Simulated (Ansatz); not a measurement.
Relativity and the crystal structure of La

All-electron LAPW in Ansatz 0.2.0 under LDA, no spin polarisation, energies at zero smearing. Each structure type is relaxed to zero pressure at each level of relativity. k spacings are near 0.16 Å⁻¹ and smearing is 0.05 eV. Energies count from bcc at the same level and carry up to 5 meV/atom of mesh noise; only these types were tried.

| level | V bcc (Å³/atom) | V hcp (Å³/atom) | E hcp − E bcc (meV/atom) |
| --- | --- | --- | --- |
| non-relativistic | ? | ? | -229 |
| scalar-relativistic | 33.13 | 32.71 | -110 |
| with spin–orbit coupling | 33.13 | 32.72 | -108 |

Question: Give the missing entry: row "non-relativistic", column "V hcp (Å³/atom)".

Answer: 23.81.

Question: Give the missing entry: row "non-relativistic", column "V bcc (Å³/atom)".

Answer: 24.98.

Question: Which type is lowest at each level, and how does relativity move the volume?

Answer: non-relativistic: hcp; scalar-relativistic: hcp; with spin–orbit coupling: hcp. The volume of hcp changes by +37.4 % from the first level to the second and by 0.0 % from the second to the third.
